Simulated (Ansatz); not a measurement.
Relaxed Ir (fcc, Cu type):

```
Ir
1.0
    3.83029     0.00000     0.00000
    0.00000     3.83029     0.00000
    0.00000     0.00000     3.83029
Ir
4
Direct
  0.00000   0.00000   0.00000
  0.50000   0.50000   0.00000
  0.50000   0.00000   0.50000
  0.00000   0.50000   0.50000
```

In each cell atom 3 (Ir, nearest neighbour Ir at 2.708 Å; its periodic images, 3.8 Å or more away, move with it) moves by s·(1.000, 0.000, 0.000) (along Cartesian x), the rest being held.

Level of theory: PBEsol (plane waves to 420 eV, PAW, scalar-relativistic; Ansatz, an electronic-structure program). k mesh 10×10×10 (Γ-centred), Fermi-Dirac smearing 0.05 eV. Energies are smeared free energies. With partly filled bands, energies and forces of such displacements shift with the k mesh and the smearing. Ir is run without spin polarisation. Ir was relaxed with its symmetry unable to fall. Spin-orbit coupling is left out, though Ir is heavy. The PAW data are Ansatz's earlier set. ΔE is measured from the undisplaced structure. The last digit holds for this mesh only.

```tsv
s (Å)	ΔE (meV/cell)
-0.540	2490.7
-0.432	withheld
-0.324	811.1
-0.216	348.2
-0.108	85.7
0.000	0.0
0.108	85.7
0.216	348.2
0.324	811.1
0.432	withheld
0.540	2490.7
```

Question: Fit an even polynomial form (powers 2, 4, 6) to the given rows and predict ΔE at s = 0.432.

Answer: Least squares on the 9 given rows: ΔE = (7259)·s² + (4481)·s⁴ + (-282.3)·s⁶, in meV/cell with s in Å; root-mean-square residual 0.22 meV/cell. At 0.432 the fit gives 1508.9 meV/cell; the calculation gives 1509.7 meV/cell, so the interpolation is off by -0.8 (-0.1 %). The quadratic term alone would give 1354.7 meV/cell.

(For displaced atoms, the force is minus the slope of the energy, and its curvature is a force constant, which sets phonon frequencies.)
